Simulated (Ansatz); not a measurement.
Starting cell, Bi$_{2}$Se$_{3}$ (Bi2Te3 type, space group R-3m):

```yaml
crystal:
  lattice:
    - [2.07220, 1.19638, 9.48183]
    - [-2.07220, 1.19638, 9.48183]
    - [0.00000, -2.39277, 9.48183]
  atoms:
    - { symbol: Bi, position: [0.40088, 0.40088, 0.40088] }
    - { symbol: Bi, position: [0.59912, 0.59912, 0.59912] }
    - { symbol: Se, position: [0.00000, 0.00000, 0.00000] }
    - { symbol: Se, position: [0.21052, 0.21052, 0.21052] }
    - { symbol: Se, position: [0.78948, 0.78948, 0.78948] }
```

In each cell atom 3 (Se, nearest neighbour Bi at 3.069 Å; its periodic images, 4.1 Å or more away, move with it) moves by s·(0.000, -0.780, -0.626) (towards the nearest neighbour), the rest being held.

Level of theory: PBE-D3(BJ) (plane waves to 420 eV, PAW, scalar-relativistic; Ansatz, a program for electronic structure). k mesh 8×8×8 (Γ-centred), Fermi-Dirac smearing 0.05 eV. The energy includes the smearing's −TS. Compression counts positive. F∥ is the force on the atom along that direction. F⊥ is the part of the force across the line. Bi2Se3 was relaxed with its symmetry unable to fall. Spin-orbit coupling is left out, though Bi is heavy. The PAW data are Ansatz's earlier set. The zero of ΔE is the undisplaced structure.

```csv
s (Å),ΔE (meV/cell),P (GPa),F∥ (eV/Å),|F⊥| (eV/Å)
-0.610,1061,3.64,4.629,0.620
-0.488,601,2.18,3.013,0.502
-0.366,306,1.16,1.893,0.381
-0.244,126,0.50,1.096,0.257
-0.122,30,0.12,0.500,0.129
0.000,0,0.00,0.000,0.000
0.122,30,0.12,-0.500,0.129
0.244,126,0.50,-1.096,0.257
0.366,306,1.16,-1.893,0.381
0.488,601,2.18,-3.013,0.502
0.610,1061,3.64,-4.629,0.620
```

Key numbers:

```
Item                                                                                                                                                   Value
--------------------------------------------------------  --------------------------------------------------------------------------------------------------
Energy at s = 0.610 Å                                                                                                                          1061 meV/cell
Force along the line at s = -0.610 Å                                                                                                               4.63 eV/Å
Symmetry of the curve                                                                                                          even: the same for both signs
Shape of the curve                                                                            a single well with its minimum at or next to zero displacement
Force constant k = d²E/ds² at s = 0 (finite differences)                                                                                          3.96 eV/Å²
Harmonic estimate at the end of the scan                  ½ks² = 737 meV/cell against the computed 1061 meV/cell, so the well is stiffer than harmonic there
```

(A displaced cell: forces are minus the slopes of the energy, force constants its curvatures, and phonons follow from these.)
